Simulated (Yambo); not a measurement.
```xyz
2
Lattice="0.0000 2.7200 2.7200 2.7200 0.0000 2.7200 2.7200 2.7200 0.0000" Properties=species:S:1:pos:R:3 pbc="T T T"
P      4.0800     4.0800     4.0800
Ga     0.0000     0.0000     0.0000
```

GaP (zinc blende, space group F-43m, No. 216): G0W0@PBEsol in Yambo (4×4×4 Γ-centred k mesh, 151 bands and a 14 Ry block in the screening, 151 bands in G with the Bruneval-Gonze terminator, plasmon pole fitted at 27.2 eV) on wavefunctions from Quantum ESPRESSO. With the symmetry operations that carry no fractional translation, the mesh has 8 irreducible k points, and the gap Γ → X is 2.270 eV.

Q: What changes when point-group symmetry is switched off and time reversal alone is kept?

A: The mesh then has 36 irreducible points. The exact result doesn't change; the run gives 2.263 eV, and the difference is numerical residue, whose source wasn't traced. Rough time against the symmetric run: about 5× for the empty bands, about 4× for Yambo (3 states against 4).

Spin-orbit coupling is not included.

Geometry relaxed with PBEsol.
